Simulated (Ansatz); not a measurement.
Problem. Name crystals whose computed values (LDA (plane waves, PAW; program Ansatz)) fall in these windows: G_Hill (GPa) 58 to 82; gap (eV) 0.23 to 0.29.

Solution. 

```json
[
 {"crystal": "ZnSnN2, Pna2_1 (Zn on 4a, Sn on 4a, N on 4a, N on 4a)", "G_Hill (GPa)": "70.7", "gap (eV)": "0.26"},
 {"crystal": "Si, P6_3/mmc (Si on 4f)", "G_Hill (GPa)": "62.0", "gap (eV)": "0.27"}
]
```
Others may fit too.

Not the usual ambient phase: Si, P6_3/mmc (Si on 4f). All cells were relaxed under the symmetry of their starts (and spin orders); stability against distortions was not tested throughout. Scalar-relativistic: spin–orbit coupling is off unless named, which matters more the heavier the elements.

Potentials: the later of the program's two PAW sets.
